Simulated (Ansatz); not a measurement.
Computed with Ansatz 0.2.0, DFT PBE, scalar-relativistic, plane waves, PAW. Settings: cutoff 420 eV, Γ-centred meshes spaced at most about 0.3 Å⁻¹, and about 0.25 Å⁻¹ or finer for metals (2π included), Gaussian smearing. Collinear spin in cells that started with moments and kept them past the coarse steps, no spin elsewhere.

These are static total energies at zero pressure.

Compare these two cells of Sc3B2N, each relaxed at this level.

1. (no spin)

```xyz
6
Lattice="-2.5264 2.5264 3.7342 2.5264 -2.5264 3.7342 2.5264 2.5264 -3.7342" Properties=species:S:1:pos:R:3 pbc="T T T"
Sc    0.0000    2.5264    1.8671
Sc    0.0000    0.0000    3.7342
Sc    2.5264    0.0000    1.8671
B     0.0000    0.0000    6.0838
B     0.0000    0.0000    1.3847
N     0.0000    0.0000    0.0000
```

2. (site moments N 1.7 μB)

```xyz
6
Lattice="6.3637 0.0000 0.0000 -3.1819 5.5111 0.0000 0.0000 0.0000 3.0695" Properties=species:S:1:pos:R:3 pbc="T T T"
Sc    3.1819    0.0000    1.5348
Sc    1.5909    2.7556    1.5348
Sc   -1.5909    2.7556    1.5348
B     0.0000    3.6741    0.0000
B     3.1819    1.8370    0.0000
N     0.0000    0.0000    0.0000
```

Problem. Which form is favoured at zero pressure, and by what margin per atom?

Solution. Cell 1 is lower, by 0.84 eV/atom. Cell 1 has space group I4/mmm (No. 139), 15.9 Å³/atom and no gap on its mesh; cell 2 has space group P6/mmm (No. 191), 17.9 Å³/atom and no gap. Counting B or N atoms around Sc (for each partner element, those within 1.25 times its shortest distance or 1.15 times the sum of covalent radii, where it is the nearest in units of that sum or under 1.3; a slash parts the counts of unlike sites), cell 1 has Sc 2/4 and cell 2 has Sc 4. Their magnetic states differ too. The denser one is the lower, and pressure would at first widen the difference. Both come from invented guesses. A third cell relaxed alike, in P4mm, lies 0.59 eV/atom below the lower of the two.

The magnetic state reached may not be the lowest. Cells relaxed within their symmetry can be saddle points. Some candidate types were left out of the draw beforehand, so a known form may be missing.
